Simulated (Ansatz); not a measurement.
Calculation for In₂Au: DFT, PBEsol, all-electron PAW with datasets made for the crystal, scalar-relativistic (Ansatz 0.2.0). This run: the series' base cell.

The base volume is that of a database entry, so it needn't be at zero pressure; the structure needn't be the stable phase, at rest or compressed.

Command: `ansatz run input.yaml --threads 1 --pin off --max-ram 3072MiB --backend cpu --events-out ev --progress --plain --runs-dir out` It took 21 s on 1 thread of Intel(R) Xeon(R) Platinum 8259CL CPU @ 2.50GHz (Skylake/Cascade Lake), with other jobs on the host, peak memory 0.73 GiB.

```yaml
crystal:
  lattice:
    - [0.0, 3.251, 3.251]
    - [3.251, 0.0, 3.251]
    - [3.251, 3.251, 0.0]
  atoms:
    - { symbol: In, position: [0.25, 0.25, 0.25] }
    - { symbol: In, position: [0.75, 0.75, 0.75] }
    - { symbol: Au, position: [0.0, 0.0, 0.0] }
kpoints:
  mp_grid: { grid: [10, 10, 10] }
scf:
  occupations: { method: fermi_dirac, width: 0.05 }
hamiltonian:
  xc: pbesol
  pseudopotentials: { kind: all_electron, datasets: crystal }
output:
  forces: true
  stress: true
  eigenvalues: true
  efg: { contact_densities: true }
```

Output:

```
hamiltonian.pseudopotentials.datasets: crystal makes datasets for this crystal and solves the spheres of its atoms anew in each pass: cutoff 260.0 eV, the density's 1040.0 eV; for an error of 0.50 meV an atom under PBE, 1.5 meV for the cell; an energy difference from a run of another recipe may be off by several times the error for the cell, under r2SCAN by more, where some 0.1 meV an atom stays at smaller errors; In in spheres of 1.376 Å, 13 of its electrons in bands, 8 on its site; Au in spheres of 1.376 Å, 11 of its electrons in bands, 8 on its site; only band paths and densities of states list, in semicore columns, the levels of the semicore shells that are solved separately: 4s of In, 4p of In, 5s of Au, 5p of Au
In, Au: output.efg is read without spin–orbit coupling, which moves field gradients at and beside such atoms by some per cent and up to a factor of two; PAW files take it under magnetization.noncollinear and magnetization.spin_orbit
Engine: ansatz 0.2.0
Pseudopotentials: kind: all_electron
Pseudopotential: In, paw, valence charge 21, recommended cutoff 260 eV (normal), crystal/all_electron/pbesol/scalar/gaussian/In, Koelling and Harmon's equation, gaussian nucleus
Pseudopotential: Au, paw, valence charge 19, recommended cutoff 260 eV (normal), crystal/all_electron/pbesol/scalar/gaussian/Au, Koelling and Harmon's equation, gaussian nucleus
Functional definition: PBEsol
  exchange = pbesol_x
  correlation = pbesol_c
Crystal: 3 atoms, lattice volume = 68.720 Å³
Basis set: ecut = 260 eV, 645 PW (Γ), exchange–correlation on 50×50×50 points (8 copies of the dense FFT grid, shifted against one another)
Bands: 23, of which v1, the nominal top of the filled ones, is band 19 counted from 1 (18 counted from 0)
Symmetry: 48 space group operations
Space group: Fm-3m (ITA 225), of the structure as read, at distance tolerance 4.1e-5 Å
k-points: 47 of 1000
Non-local potential: In, projectors of the file, l = 0: 1, l = 1: 1, l = 2: 2
Non-local potential: Au, projectors of the file, l = 0: 1, l = 1: 1, l = 2: 2
PAW form: soft (Blöchl's): semilocal exchange-correlation on the pseudo side does not see the compensation charge
PAW one-centre angular grid: In, 590 points (default); XC on its mesh's 1869 points in the sphere
PAW one-centre angular grid: Au, 590 points (default); XC on its mesh's 1815 points in the sphere
Initial density: superposition of atomic densities (neutral atoms: chi_scale 0, normalization atom)
Initial wavefunctions: pseudopotential atomic-orbital guess
Functional: x = pbesol(κ = 0.804, μ = 0.12345679012345678), c = pbesol(β = 0.046)
iter 1 solved again at ethr=1.14e-2 eV; its pass at ethr=1.00e-1 eV (dr2=4.21e0 eV) is discarded
SCF iter   1: F=—  HF=-837031.333923 eV  |F-HF|=—  |Δ(HF+E_count)|=         —  Δρ=7.33e-2  dr2=4.10e0  ethr=1.14e-2  ⟨swp⟩=2.1  Hψ=5146  notcnv=0
preconditioner: auto → Kerker (q_TF=auto, 2.461 Å⁻¹)  [metal: Δε(μ)=0.068 eV  Ē_g=13.397 eV  σ=0.050 eV  W_gap=0.32  n_scr=14 (ndim 8)  ℏωp=27.2 eV  f_vac=0.002  D(μ)=0.93/eV (n_scr^D=0)]
SCF iter   2: F=—  HF=-837030.817211 eV  |F-HF|=—  |Δ(HF+E_count)|=   5.17e-1  Δρ=3.45e-2  dr2=8.79e-1  ethr=1.11e-2  ⟨swp⟩=2.3  Hψ=2178  notcnv=0
iter 3 solved again at ethr=7.45e-5 eV; its pass at ethr=2.38e-3 eV (dr2=2.76e-2 eV) is discarded
SCF iter   3: F=—  HF=-837030.508818 eV  |F-HF|=—  |Δ(HF+E_count)|=   3.08e-1  Δρ=5.76e-3  dr2=2.80e-2  ethr=7.45e-5  ⟨swp⟩=2.2  Hψ=4922  notcnv=0  defer=6
SCF iter   4: F=—  HF=-837030.547781 eV  |F-HF|=—  |Δ(HF+E_count)|=   3.90e-2  Δρ=4.53e-3  dr2=1.76e-2  ethr=7.45e-5  ⟨swp⟩=3.2  Hψ=2604  notcnv=0  defer=2
SCF iter   5: F=—  HF=-837030.548457 eV  |F-HF|=—  |Δ(HF+E_count)|=   6.76e-4  Δρ=1.22e-3  dr2=1.04e-3  ethr=4.75e-5  ⟨swp⟩=3.1  Hψ=2459  notcnv=0  defer=1
SCF iter   6: F=—  HF=-837030.552106 eV  |F-HF|=—  |Δ(HF+E_count)|=   3.65e-3  Δρ=4.01e-4  dr2=1.27e-4  ethr=2.81e-6  ⟨swp⟩=3.0  Hψ=2479  notcnv=0
SCF iter   7: F=—  HF=-837030.552156 eV  |F-HF|=—  |Δ(HF+E_count)|=   5.02e-5  Δρ=1.94e-4  dr2=3.67e-5  ethr=3.44e-7  ⟨swp⟩=3.0  Hψ=2416  notcnv=0  defer=1
SCF iter   8: F=—  HF=-837030.552169 eV  |F-HF|=—  |Δ(HF+E_count)|=   1.29e-5  Δρ=7.93e-5  dr2=8.85e-6  ethr=9.92e-8  ⟨swp⟩=3.0  Hψ=2633  notcnv=0
SCF iter   9: F=—  HF=-837030.552166 eV  |F-HF|=—  |Δ(HF+E_count)|=   2.92e-6  Δρ=4.32e-5  dr2=2.50e-6  ethr=2.39e-8  ⟨swp⟩=3.0  Hψ=2609  notcnv=0
SCF iter  10: F=—  HF=-837030.552167 eV  |F-HF|=—  |Δ(HF+E_count)|=   8.82e-7  Δρ=1.69e-5  dr2=1.94e-7  ethr=6.77e-9  ⟨swp⟩=3.0  Hψ=2667  notcnv=0
SCF iter  11: F=-837030.552167 eV  HF=-837030.552167 eV  |F-HF|=5.94e-9  |Δ(HF+E_count)|=   2.24e-8  Δρ=3.30e-6  dr2=9.47e-9  ethr=5.23e-10  ⟨swp⟩=3.0  Hψ=2347  notcnv=0
SCF 1 converged in 11 iterations: F = -837030.552171 eV  dr2 = 9.47e-9
  Residual-converged pass: ⟨swp⟩=2.9  Hψ=2021  notcnv=0  max |occ|·‖R‖ = 6.4e-6 eV (tolerance 6.5e-6 eV)  dr2=9.58e-9  dr2_onsite=4.61e-9  max |Δocc| = 5.1e-10
  greatest PAW one-centre occupation: 0.980 electrons in one spin orbital (limit 2), on the In atom at site 1 (counted from 0), in its partial waves of l = 2
SCF converged after 11 iterations
Free energy (F): -837030.552171 eV
Harris-Foulkes:  -837030.552171 eV  (|F-HF|=5.94e-9)
Internal energy: -837030.542858 eV  (E = F + TS)
E sigma→0 (E₀):  -837030.547514 eV
Entropy (-TS):   -0.009312 eV (-3.104 meV/atom)
Past the cutoff: the bands carry plane waves up to 1.75 times it, of which those up to 1.5 times it add -0.000533 eV an atom, each by itself; the spheres take 0.000535 eV an atom off the energy for waves past 1.75 times it
By the cutoff:   a pressure is off by up to 0.009 GPa (1.2 times the spheres' own share and the shells' term, over an atom's volume, and 0.004 GPa: a bound that held against runs at twice the plane waves)
Past the cutoffs: a stress includes 0.0028 GPa for waves and charges beyond them, in addition to the slope of what the spheres take
In the spheres:  the bands' charges fall short by 3.0e-6 e at most (sound up to 1e-3), those of shells solved beside the bands by 3.7e-7 e (sound up to 5e-4)
Fermi energy:    16.433436 eV
--- Per-component energies (eV) ---
  E_band       = 236.456985
  E_kinetic    = 382.669860
  E_local      = -7842.068323  (includes V_loc(G=0)·N_el)
  E_nonlocal   = 772.281353
  E_hartree    = 3925.173923
  E_xc         = -180.498365
  E_vxc        = -218.718582  (∫ρ·V_xc dr)
  E_paw        = -845870.913340  (= ΣΔE_a)
  E_vpaw       = -21283.036897  (= ΣTr[D̂ρ^β])
  E_ewald      = -8792.174792
  E_smearing   = -0.009312  (= −TS)
  E_closure    = 20574.986825  (closes the sum)
  Σ components = -837030.552171   (vs F -837030.552171, Δ=0.00e0)
  The terms above E_closure are by the made datasets' own strengths, without shells solved beside the bands.
--- Forces (eV/Å), atoms counted from 1 ---
  atom   1  In    -0.00000000     0.00000000     0.00000000
  atom   2  In     0.00000000    -0.00000000     0.00000000
  atom   3  Au     0.00000000    -0.00000000    -0.00000000
  max |Σ_I F_I| component: 1.85e-17 eV/Å
--- Stress (GPa, compression-positive) ---
        1.074377      -0.000000       0.000000
        0.000000       1.074377       0.000000
       -0.000000       0.000000       1.074377
  P = ⅓ Tr σ = 1.0744 GPa (10.744 kbar)
  It holds what live shells' own plane waves past their cutoff add
--- PAW observables at the nuclei: V_zz in 10²¹ V/m², potentials from the cell's mean, atoms counted from 1 ---
  atom   1  In V_zz =    -0.000000   η = 0.0000   by run symmetry: forbidden
            electrostatic potential = -7941.212068 V   contact ρ = 1131305.264927 e/Å³
  atom   2  In V_zz =    -0.000000   η = 0.0000   by run symmetry: forbidden
            electrostatic potential = -7941.212068 V   contact ρ = 1131305.264927 e/Å³
  atom   3  Au V_zz =    -0.000000   η = 0.0000   by run symmetry: forbidden
            electrostatic potential = -16450.478051 V   contact ρ = 13054370.094215 e/Å³
--- Band table (eV; the first three rows and the last of 47) ---
  k-point 0: bands = ["1.5916", "1.5916", "1.7461", "1.7461", "1.7461", "2.0271", "2.0271", "2.0271", "2.2310", "2.2310", "6.3945", "10.7886", "10.7886", "10.7886", "11.6617", "11.6617", "16.7377", "19.5405", "19.5405", "19.5405", "20.1822"]
  k-point 1: bands = ["1.6067", "1.6067", "1.7456", "1.7533", "1.7533", "2.0209", "2.0209", "2.0248", "2.2141", "2.2141", "6.5150", "10.7051", "10.8224", "10.8224", "11.6483", "11.6483", "16.5140", "18.2354", "19.0274", "19.0274", "20.2553"]
  k-point 2: bands = ["1.6508", "1.6508", "1.7495", "1.7741", "1.7741", "2.0025", "2.0025", "2.0127", "2.1660", "2.1660", "6.8697", "10.4998", "10.9073", "10.9073", "11.6208", "11.6208", "15.2536", "17.7716", "18.3574", "18.3574", "20.2719"]
  k-point 46: bands = ["1.7158", "1.7305", "1.7559", "1.8320", "1.8995", "1.9084", "1.9363", "2.0110", "2.0197", "2.1071", "9.9629", "10.0086", "10.7257", "11.2416", "11.4942", "11.8953", "12.1812", "12.9125", "14.3072", "19.0407", "20.8448"]
```

Next run (volume at 0.4 of the series' base cell), as changes to the input before:

```diff
   lattice:
-    - [0.0, 3.251, 3.251]
-    - [3.251, 0.0, 3.251]
-    - [3.251, 3.251, 0.0]
+    - [0.0, 2.3953572804, 2.3953572804]
+    - [2.3953572804, 0.0, 2.3953572804]
+    - [2.3953572804, 2.3953572804, 0.0]
   atoms:
```

Results part of the output:

```
SCF 1 converged in 10 iterations: F = -836988.200882 eV  dr2 = 2.52e-8
  Residual-converged pass: ⟨swp⟩=3.0  Hψ=4500  notcnv=0  max |occ|·‖R‖ = 6.3e-6 eV (tolerance 6.5e-6 eV)  dr2=2.53e-8  dr2_onsite=1.52e-8  max |Δocc| = 3.1e-10
  greatest PAW one-centre occupation: 1.003 electrons in one spin orbital (limit 2), on the Au atom at site 2 (counted from 0), in its partial waves of l = 3
SCF converged after 10 iterations
Free energy (F): -836988.200882 eV
Harris-Foulkes:  -836988.200882 eV  (|F-HF|=1.47e-8)
Internal energy: -836988.196005 eV  (E = F + TS)
E sigma→0 (E₀):  -836988.198444 eV
Entropy (-TS):   -0.004876 eV (-1.625 meV/atom)
Past the cutoff: the bands carry plane waves up to 1.75 times it, of which those up to 1.5 times it add -0.000386 eV an atom, each by itself; the spheres take 0.000309 eV an atom off the energy for waves past 1.75 times it
By the cutoff:   a pressure is off by up to 0.010 GPa (1.2 times the spheres' own share and the shells' term, over an atom's volume, and 0.004 GPa: a bound that held against runs at twice the plane waves)
Past the cutoffs: a stress includes 0.0114 GPa for waves and charges beyond them, in addition to the slope of what the spheres take
In the spheres:  the bands' charges fall short by 1.5e-6 e at most (sound up to 1e-3)
Fermi energy:    49.812827 eV
--- Per-component energies (eV) ---
[... lines left out ...]
       -0.000000     798.381564      -0.000000
        0.000000       0.000000     798.381564
  P = ⅓ Tr σ = 798.3816 GPa (7983.816 kbar)
--- PAW observables at the nuclei: V_zz in 10²¹ V/m², potentials from the cell's mean, atoms counted from 1 ---
  atom   1  In V_zz =    +0.000000   η = 0.0000   by run symmetry: forbidden
            electrostatic potential = -7971.208193 V   contact ρ = 1131346.231840 e/Å³
  atom   2  In V_zz =    +0.000000   η = 0.0000   by run symmetry: forbidden
            electrostatic potential = -7971.208193 V   contact ρ = 1131346.231840 e/Å³
  atom   3  Au V_zz =    -0.000000   η = 0.0000   by run symmetry: forbidden
            electrostatic potential = -16479.649168 V   contact ρ = 13054776.990446 e/Å³
--- Band table (eV; the first three rows and the last of 47) ---
  k-point 0: bands = ["-70.8080", "-70.6910", "-63.0798", "-35.1529", "-35.1262", "-35.1262", "-35.1262", "-35.1119", "-35.1119", "-35.1119", "-29.6210", "-29.6210", "-29.6210", "-29.3640", "-29.3640", "-29.3640", "-15.1244", "-15.1244", "-15.1244", "25.4906", "25.4906", "27.6771", "27.7470", "27.7470", "27.7470", "29.1974", "29.1974", "29.1974", "31.7135", "31.7135", "35.9866", "35.9866", "35.9866", "39.0551", "39.0551", "53.0659", "53.6327", "53.6327", "53.6327", "55.5374"]
  k-point 1: bands = ["-70.8045", "-70.6935", "-63.0816", "-35.1532", "-35.1262", "-35.1262", "-35.1262", "-35.1119", "-35.1119", "-35.1118", "-29.6190", "-29.6156", "-29.6156", "-29.3710", "-29.3710", "-29.3647", "-15.1245", "-15.1212", "-15.1212", "25.6121", "25.6121", "27.4468", "27.7397", "27.7397", "28.0093", "29.1733", "29.1733", "29.4726", "31.4765", "31.4765", "35.6259", "36.2282", "36.2282", "38.9319", "38.9319", "51.8271", "53.2115", "53.8282", "53.8282", "54.7342"]
  k-point 2: bands = ["-70.7946", "-70.7007", "-63.0862", "-35.1540", "-35.1263", "-35.1263", "-35.1262", "-35.1118", "-35.1118", "-35.1114", "-29.6090", "-29.5999", "-29.5999", "-29.3909", "-29.3909", "-29.3715", "-15.1244", "-15.1129", "-15.1129", "25.9687", "25.9687", "27.1854", "27.7058", "27.7058", "28.4845", "29.1225", "29.1225", "30.0882", "30.8945", "30.8945", "34.8256", "36.7385", "36.7385", "38.6813", "38.6813", "48.8166", "51.9271", "53.2504", "53.2504", "54.5270"]
  k-point 46: bands = ["-70.7478", "-70.7369", "-63.1048", "-35.1568", "-35.1266", "-35.1266", "-35.1265", "-35.1112", "-35.1108", "-35.1106", "-29.7205", "-29.6493", "-29.5699", "-29.4488", "-29.3009", "-29.2854", "-15.1334", "-15.0956", "-15.0549", "26.5651", "26.6628", "26.7379", "27.6501", "27.8912", "28.1810", "28.7420", "29.2556", "29.7827", "30.2259", "35.0333", "36.0892", "36.3558", "37.1244", "39.5312", "40.4629", "41.3423", "42.1324", "42.8517", "55.0473", "57.0257"]
```

Spin–orbit coupling is left out, which matters for the heavy atoms. The structure type is held throughout; the real material can change phase at far lower pressure.
